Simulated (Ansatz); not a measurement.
CuI:
```
CELL_PARAMETERS angstrom
      4.21882     0.00000     0.00000
     -2.10941     3.65361     0.00000
      0.00000     0.00000     9.76113
ATOMIC_POSITIONS crystal
  Cu 0.50000 0.00000 0.00000
  Cu 0.00000 0.50000 0.33333
  Cu 0.50000 0.50000 0.66667
  I  0.50000 0.00000 0.50000
  I  0.00000 0.50000 0.83333
  I  0.50000 0.50000 0.16667
```

Relaxed with r²SCAN.

Task: Map the electron localisation function on the plane through (0.000, 0.500, 0.333) spanned by u = [1, 0, 0] and v = [0, 0, 1] in lattice vectors, from plane-wave PAW r²SCAN (Ansatz code).

Result: x is the fraction of u, y of v (the angle between them is 90°; rows are the nearest grid lines); atoms in the plane: Cu at (0.00, 0.00), Cu at (0.50, 0.33), I at (0.00, 0.50), I at (0.50, 0.83).
```
y \ x   0.000  0.0952  0.190  0.286  0.381  0.476  0.524  0.619  0.714  0.810  0.905   1.00
------  -----  ------  -----  -----  -----  -----  -----  -----  -----  -----  -----  -----
1.00    0.930   0.522  0.175  0.137  0.260  0.351  0.351  0.260  0.137  0.175  0.522  0.930
0.925   0.195   0.154  0.156  0.645  0.668  0.615  0.615  0.668  0.645  0.156  0.154  0.195
0.850   0.111   0.243  0.669  0.630  0.349  0.247  0.247  0.349  0.630  0.669  0.243  0.111
0.775   0.032   0.142  0.577  0.641  0.570  0.409  0.409  0.570  0.641  0.577  0.142  0.032
0.700   0.070   0.059  0.089  0.314  0.595  0.670  0.670  0.595  0.314  0.089  0.059  0.070
0.625   0.683   0.667  0.497  0.165  0.054  0.048  0.048  0.054  0.165  0.497  0.667  0.683
0.550   0.301   0.472  0.617  0.654  0.274  0.041  0.041  0.274  0.654  0.617  0.472  0.301
0.450   0.301   0.474  0.652  0.641  0.191  0.121  0.121  0.191  0.641  0.652  0.474  0.301
0.375   0.683   0.685  0.444  0.123  0.223  0.489  0.489  0.223  0.123  0.444  0.685  0.683
0.300   0.070   0.085  0.126  0.156  0.269  0.640  0.640  0.269  0.156  0.126  0.085  0.070
0.225   0.032   0.054  0.113  0.142  0.129  0.125  0.125  0.129  0.142  0.113  0.054  0.032
0.150   0.111   0.124  0.154  0.155  0.103  0.068  0.068  0.103  0.155  0.154  0.124  0.111
0.0750  0.195   0.174  0.141  0.123  0.058  0.026  0.026  0.058  0.123  0.141  0.174  0.195
0.000   0.930   0.522  0.175  0.137  0.260  0.351  0.351  0.260  0.137  0.175  0.522  0.930
```

The density is the valence pseudo-density with augmentation charge, so density and ELF within about 1 Å of a nucleus are not all-electron values.

Space group P6_422. The start of the workflow was typed in or built on a structure type; neither database checked (COD, Materials Project) lists it. It is not the phase usual at ambient conditions (space group No. 216). The r²SCAN relaxation kept the symmetry of its start; its stability against distortions is not shown here. The workflow began spin-polarised and lost its moments. Scalar-relativistic: spin–orbit coupling is off unless named, which matters more the heavier the elements.

Potentials: the later of the program's two PAW sets.
